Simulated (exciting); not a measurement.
## Fitting the PBE energy curve of CdBr

```
Cd Br
1.0
     0.00000    3.07239    3.07239
     3.07239    0.00000    3.07239
     3.07239    3.07239    0.00000
Cd Br
1 1
Cartesian
  0.0000 0.0000 0.0000
  3.0724 3.0724 3.0724
```

The cell was scaled at fixed shape and fractions and run with exciting, all-electron LAPW+lo, shipped species files, valence relativity iora*; PBE, k mesh 8 × 8 × 8 on the cell of 2 atoms, fermi-dirac occupations of 0.05 eV, no spin polarisation, no spin-orbit coupling. Energies are those that the program minimises, any entropy of the smearing included. For a metal such a mesh isn't converged to the digits shown.

```csv
V (Å³/atom),energy over the lowest row (meV/atom)
27.2620,27.47
27.8420,?
28.4221,9.06
29.0021,4.11
29.5821,1.21
30.1622,0.00
30.7422,1.27
```

Problem. Fit the third-order Birch-Murnaghan form, give V0, B0 and B′, and predict the energy left open.

Solution. With y = (V0/V)^(2/3), E = E0 + (9 V0 B0/16) [(y - 1)³ B′ + (y - 1)² (6 - 4y)]. Least squares through the rows shown give V0 = 30.1351 Å³/atom, E0 = 0.22 meV, B0 = 26.48 GPa (1 eV/Å³ = 160.218 GPa) and B′ = 4.54, with a largest miss of 0.22 meV, so B0 and B′ are loose. At V = 27.8420 the form with these constants gives 16.91 meV; the run gave 16.86 meV an atom.
